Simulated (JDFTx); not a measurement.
Part of a log of a modified build of JDFTx for bromine, Br2 (SMILES BrBr), charge 0, multiplicity 1 (PBE, GBRV ultrasoft potentials, plane waves to 20/100 Ha):

```
unit cell volume = 4053.22
Chosen fftbox size, S = [  90  70  70  ]
unit cell volume = 4053.22
Chosen fftbox size, S = [  80  60  60  ]
  'Br' pseudopotential, 'SLA  PW   PBX  PBC' functional
  7 valence electrons, 2 orbitals, 6 projectors, 879 radial grid points, with lMax = 2
Initialized 1 species with 2 total atoms.
Folded 1 k-points by 1x1x1 to 1 k-points.
nElectrons:  14.000000   nBands: 7   nStates: 1
average nbasis = 17215.000 , ideal nbasis = 17315.658
Correction to mu due to finite nuclear width = -0.00342711
   Cavity determined by nc: 8.36e-05 and sigma: 0.6
   Effective cavity tension: -8.03e-06 Eh/bohr^2 to account for cavitation and dispersion.
[...]
	Linear fluid (dielectric constant: 7.2) occupying 0.736299 of unit cell:	Completed after 9 iterations
[... later lines of the fluid solver are left out ...]
ElecMinimize: Iter:   0  Etot: -27.170685038827635  |grad|_K:  1.901e-05  alpha:  1.000e+00
ElecMinimize: Iter:   1  Etot: -27.170732628296509  |grad|_K:  6.649e-06  alpha:  1.092e+00  linmin:  1.708e-03
ElecMinimize: Iter:   2  Etot: -27.170739480088038  |grad|_K:  2.419e-06  alpha:  1.287e+00  linmin: -2.350e-03
ElecMinimize: Iter:   3  Etot: -27.170740316230727  |grad|_K:  9.490e-07  alpha:  1.185e+00  linmin:  7.511e-04
ElecMinimize: Iter:   4  Etot: -27.170740432545152  |grad|_K:  3.856e-07  alpha:  1.072e+00  linmin:  8.029e-04
ElecMinimize: Iter:   5  Etot: -27.170740452641184  |grad|_K:  1.598e-07  alpha:  1.122e+00  linmin: -1.372e-03
ElecMinimize: Iter:   6  Etot: -27.170740456055221  |grad|_K:  6.600e-08  alpha:  1.109e+00  linmin:  4.533e-05
ElecMinimize: Converged (|Delta Etot|<1.000000e-07 for 2 iters).

# Energy components:
   A_diel =       -0.0052041447182721
   Eewald =       -5.5129937701330789
       EH =       17.2680075637771431
     Eloc =      -36.5335310548992140
      Enl =       -4.7066347369749373
      Exc =      -26.0595889141619139
 Exc_core =       19.6699052458640544
       KE =        8.7092993551909981
-------------------------------------
     Etot =      -27.1707404560552206
```

Which solvation model was used?
A) linear PCM (GLSSA13)
B) SCCS (g03 parameters)
C) SCCS (cation parameters)
D) SCCS (g09 parameters)

A, linear PCM (GLSSA13). The liquid was glyme (dielectric constant 7.2), no salt.
